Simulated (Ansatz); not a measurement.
RbLuO2, DFT, PBEsol, PAW with Ansatz's default frozen-core files, scalar-relativistic (Ansatz 0.2.0), run on 1 thread of Arm Neoverse V1 on a shared host.

The cell is COD entry 1528053, as deposited and not checked against the literature; nothing was relaxed. The listed cell was then made from it by scaling, straining or moving an atom.

Command: `ansatz run input.yaml --threads 1 --pin off --max-ram 4096MiB --backend cpu --events-out ev --progress --plain --runs-dir out`

```yaml
crystal:
  lattice:
    - [1.7112593968, 0.9879960734, 6.4256049406]
    - [-1.7112593968, 0.9879960734, 6.4256049406]
    - [0.0, -1.9759921467, 6.4256049406]
  atoms:
    - { symbol: Rb, position: [0.0, 0.0, 0.0] }
    - { symbol: Lu, position: [0.5, 0.5, 0.5] }
    - { symbol: O, position: [0.223, 0.223, 0.223] }
    - { symbol: O, position: [0.777, 0.777, 0.777] }
kpoints:
  mp_grid: { grid: [10, 10, 10] }
scf:
  occupations: { method: fermi_dirac, width: 0.03 }
hamiltonian:
  xc: pbesol
  pseudopotentials: { kind: paw }
output:
  forces: true
  stress: true
  eigenvalues: true
  efg: { contact_densities: true }
  write_density: true
  write_potential: true
  elf: true
  volumetric_format: npy
```

**Question.** How large is the problem that the program sets up?

**Answer.** 116 irreducible k-points, 1281 plane waves at Γ, 28 bands.

**Question.** Estimate the wall time and the peak memory.

**Answer.** 29 s of wall time for 9 SCF iterations, with a peak of 0.53 GiB. Times on shared machines scatter by tens of per cent.

**Question.** And the same cell and mesh by all-electron PAW (datasets made for this crystal), asked for forces, stress, eigenvalues, efg, on the same hardware?

**Answer.** 69 s, peak memory 1.1 GiB.
